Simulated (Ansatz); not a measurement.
Hf3Si:
```
Hf3Si
1.0
    0.00000     3.38504     3.38504
    3.38504     0.00000     3.38504
    3.38504     3.38504     0.00000
Si Hf
1 3
Direct
  0.00000   0.00000   0.00000
  0.50000   0.50000   0.50000
  0.25000   0.25000   0.25000
  0.75000   0.75000   0.75000
```

Relaxed with PBE. Special points in fractions of this cell's reciprocal vectors: Γ (0.000, 0.000, 0.000); X (0.500, 0.000, 0.500); U (0.625, 0.250, 0.625); K (0.375, 0.375, 0.750); L (0.500, 0.500, 0.500); W (0.500, 0.250, 0.750).

List the band energies nearest the Fermi level at these points for the program Ansatz at the PBE level (PAW).

In eV from the Fermi level; about four levels below and three above (degenerate sets whole), none deeper than 8.9 eV; points with the same levels are listed once.

| k | below | above |
|---|---|---|
| Γ | -3.07 -3.07 -3.07 -2.50 -2.50 -0.55 | 0.05 0.05 0.05 |
| X | -2.02 -2.02 -0.46 -0.30 -0.30 | 1.19 1.84 1.84 |
| U | -2.69 -2.58 -0.99 -0.72 | 0.13 0.40 0.88 |
| L | -0.59 -0.59 -0.20 -0.10 -0.10 | 1.28 1.28 3.56 |
| W | -2.34 -0.74 -0.74 0.00 | 0.71 0.71 0.89 |

Space group Fm-3m. A made-up cell: these elements were put on the sites of a structure type; neither database checked (COD, Materials Project) lists it. Whether it is the stable phase at ambient conditions was not checked. Symmetry was held in the PBE relaxation; its stability against distortions is not shown here. The run is not spin-polarised. Scalar-relativistic: spin–orbit coupling is off unless named, which matters more the heavier the elements.

Potentials: the later of the program's two PAW sets.
